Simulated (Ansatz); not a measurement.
Cu Kα1 powder pattern (kinematic, no thermal factors).
2θ (°) (relative intensity): 18.31 (100), 27.62 (12), 30.73 (15), 32.12 (74), 36.01 (39), 37.12 (11), 41.79 (64), 44.02 (31), 45.05 (30), 46.89 (3), 48.05 (34), 48.93 (26), 52.76 (9), 57.03 (5), 57.11 (25), 58.90 (13), 64.00 (10), 64.81 (10), 66.19 (7), 66.26 (5), 67.19 (12), 67.70 (2), 71.08 (4), 72.67 (3), 73.43 (15), 74.74 (9), 75.69 (9), 76.17 (7), 76.37 (6), 79.07 (3), 79.40 (19), 83.01 (3), 84.34 (5), 84.53 (10), 87.18 (2)

The pattern is computed from a structure relaxed with DFT PBE, scalar-relativistic, plane waves, PAW, and for the lanthanide a 4f-in-core norm-conserving potential, in Ansatz. No spin polarisation. Its elements are Al, Er, F.

Q: Give the structure.

A: ErAlF₂.
Space group P4/mmm (No. 123). a = 2.907 Å, b = 2.907 Å, c = 9.681 Å, α = 90.00°, β = 90.00°, γ = 90.00°
```
atom  site  symmetry       x       y       z
  Er    1c     4/mmm  0.5000  0.5000  0.0000
  Al    1b     4/mmm  0.0000  0.0000  0.5000
   F    2g       4mm  0.0000  0.0000  0.1243
```

A pattern alone doesn't exclude other cells with like lines; this is the one computed.

Another cell of ErAlF2 relaxed alike, in P6_3/mmc, lies 262 meV/atom lower, so this cell isn't the stable form at this level.

The structure comes from a generated guess; another structure or a mixture of phases may lie lower. No dispersion correction is applied, so the spacing between layers, chains or molecules is poorly fixed.

The lanthanide is trivalent by construction, without f bands, f moments or other valences.
